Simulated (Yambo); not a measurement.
G0W0@PBEsol for CaC₂ (space group I4/mmm, No. 139) in Yambo. Reference settings: 6×6×6 Γ-centred k mesh, 88 bands and a 8 Ry block in the screening, 88 bands in G with the Bruneval-Gonze terminator, plasmon pole fitted at 27.2 eV. The PBEsol gap Z → X on this mesh is 1.04 eV; G0W0 gaps are taken between the same points.

The settings were changed. The gap went from 2.85 eV to 2.87 eV, and the shift of the valence edge from -0.92 eV to -0.99 eV.

Problem. Which change was made?
A) 56 bands in G, no terminator
B) 31 bands in W, 31 bands in G
C) 31 bands in G, no terminator
D) pole fitted at 40 eV

Solution. D, pole fitted at 40 eV. The others gave (gap, valence shift): 31 bands in G, no terminator: 2.58, -0.15 eV; 31 bands in W, 31 bands in G: 2.86, -0.61 eV; 56 bands in G, no terminator: 2.74, -0.58 eV.

Geometry relaxed with PBEsol; primitive cell a = b = c = 4.1637 Å, α = β = 125.39°, γ = 80.89°.

The structure is a Materials Project entry; no match was found in the copy of COD used, and its stability was not checked.

A shift is the quasiparticle energy of the state minus its PBEsol energy.
